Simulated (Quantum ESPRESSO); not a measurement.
Kohn-Sham bands of CdHgSe2 (R3m)

```xyz
4
Lattice="-2.1813 3.7781 0.0000 -4.3626 0.0000 0.0000 -2.1813 1.2594 7.1166" Properties=species:S:1:pos:R:3 pbc="T T T"
Cd    -2.1813     1.2594    -3.5513
Hg     0.0000     0.0000    -0.0031
Se     0.0000     0.0000    -2.6858
Se     2.1813    -1.2594     0.9024
```

Structure: Materials Project mp-1226733, symmetrised, not relaxed again. Not found in the COD (Crystallography Open Database) copy used; not checked further. Method: LDA plane waves in Quantum ESPRESSO 7.5 (PseudoDojo norm-conserving files, 82 Ry, no spin polarisation, no spin-orbit coupling), Bloch states on a 6×6×6 mesh through Γ, Wannier90 4.0.1. Density: 8×8×8 mesh, Gaussian smearing 0.01 Ry. Spin-orbit coupling is left out although heavy elements are present.

Energies are relative to the Fermi level; weights are on the orthonormalised atomic waves of the pseudopotential files, averaged over the group. 72 electrons a cell are treated as valence.

Into which isolated groups do the bands fall, where do they lie and what are they made of?


```json
[
 {"bands": "1", "from (eV)": "-114.56", "to (eV)": "-114.56", "filling": "filled", "weight on atomic waves": "Hg 5s 100 %"},
 {"bands": "2", "from (eV)": "-101.72", "to (eV)": "-101.72", "filling": "filled", "weight on atomic waves": "Cd 4s 100 %"},
 {"bands": "3–8", "from (eV)": "-62.88", "to (eV)": "-62.76", "filling": "filled", "weight on atomic waves": "Cd 4p 50 %, Hg 5p 50 %"},
 {"bands": "9–18", "from (eV)": "-47.41", "to (eV)": "-47.24", "filling": "filled", "weight on atomic waves": "Se 3d 100 %"},
 {"bands": "19–20", "from (eV)": "-12.99", "to (eV)": "-12.45", "filling": "filled", "weight on atomic waves": "Se 4s 87 %"},
 {"bands": "21–25", "from (eV)": "-8.11", "to (eV)": "-7.58", "filling": "filled", "weight on atomic waves": "Cd 4d 95 %"},
 {"bands": "26–30", "from (eV)": "-6.68", "to (eV)": "-5.78", "filling": "filled", "weight on atomic waves": "Hg 5d 91 %, Se 4p 6 %"}
]
```

No gap over 0.05 eV opens at the Fermi level at this level of theory; semilocal functionals close the gap of some real semiconductors.
